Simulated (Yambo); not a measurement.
Yambo run on BaF2 (fluorite, space group Fm-3m, No. 225). The wavefunctions are LDA (Quantum ESPRESSO, PseudoDojo norm-conserving, 84 Ry, no spin-orbit coupling) ones on a 4×4×4 mesh (12 occupied bands); a = b = c = 4.2700 Å, α = β = γ = 60.00°.

Yambo input:

```
rim_cut
gw0
dyson
el_el_corr
HF_and_locXC
ppa
em1d
RandQpts= 1000000
RandGvec= 1 Ry
EXXRLvcs= 10 Ry
VXCRLvcs= 336 Ry
Chimod= "HARTREE"
% BndsRnXp
 1 | 136 |
%
NGsBlkXp= 10 Ry
% LongDrXp
 1.0 | 1.0 | 1.0 |
%
PPAPntXp= 27.2114 eV
% GbndRnge
 1 | 136 |
%
GTermKind= "BG"
DysSolver= "n"
ExtendOut
% QPkrange
 1 | 1 | 12 | 13 |
 6 | 6 | 12 | 12 |
%
```

k points by index: 1 = Γ, 6 = (0, 0.25, -0.25).

Table of the .qp output:

```
#    K-point    Band    Eo [eV]    E [eV]    E-Eo [eV]    Vxc [eV]    Vnlxc [eV]    Sc|Eo [eV]    Sc|E [eV]    dSc/dw|Eo [eV]    Re(Z)    Im(Z)
#
    1    12    -0.167678    -0.346823    -0.179145    -21.69460    -26.81841    4.898865    4.944668    -6.952078    0.796503    -0.001312
    1    13    6.794639    8.254696    1.460057    -8.497786    -3.620913    -3.231664    -3.416815    -3.450553    0.887464    -0.630685E-3
    6    12    0.000000    -0.162548    -0.162548    -21.94223    -26.96842    4.822361    4.863646    -6.905822    0.797583    -0.001271
```
(The two width columns are left out.) Convergence of these settings isn't established.

Geometry relaxed with LDA.
